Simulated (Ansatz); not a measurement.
TiGe$_{2}$:
```cif
data_Ge16Ti8
_chemical_formula_sum 'Ti8 Ge16'
_space_group_name_H-M_alt 'Fddd :1'
_space_group_IT_number 70
_space_group_name_Hall 'F 2 2 -1d'
_cell_length_a 5.03761
_cell_length_b 8.62397
_cell_length_c 8.74080
_cell_angle_alpha 90.000
_cell_angle_beta 90.000
_cell_angle_gamma 90.000
loop_
_atom_site_label
_atom_site_type_symbol
_atom_site_symmetry_multiplicity
_atom_site_Wyckoff_symbol
_atom_site_fract_x
_atom_site_fract_y
_atom_site_fract_z
_atom_site_occupancy
Ti1 Ti 8 b 0.50000 0.50000 0.50000 1
Ge1 Ge 16 f 0.00000 0.16871 0.00000 1
```
(The calculation used a cell of 6 atoms; values per cell refer to that cell.)

Relaxed at zero pressure with the program Ansatz at the r²SCAN level (PAW).

Question: The volume is lowered by 6 % and shape and atoms relax at that volume. What pressure results, and how do the axes share the change?

Answer: 8.5 GPa; a -2.2 %, b -2.4 %, c -1.4 %; the energy rises by 24 meV/atom.

Question: Give the new structure.

Answer: 
Space group Fddd, origin choice 1 (No. 70); a = 4.9244 Å, b = 8.4132 Å, c = 8.6158 Å, α = 90.00°, β = 90.00°, γ = 90.00°

| atom | site | symmetry | x | y | z |
|---|---|---|---|---|---|
| Ti | 8b | 222 | 0.5000 | 0.5000 | 0.5000 |
| Ge | 16f | .2. | 0.0000 | 0.1678 | 0.0000 |

The phase is kept; no other phase was compared at this pressure.

The workflow started from a Materials Project entry (that database holds measured and hypothetical structures alike); the Crystallography Open Database files this formula in space group No. 70, but the cells were not matched. Whether it is the stable phase at ambient conditions was not checked. The cell was relaxed with r²SCAN under the symmetry of its start; its stability against distortions is not shown here. No spin polarisation was allowed.

Potentials: the later of the program's two PAW sets.
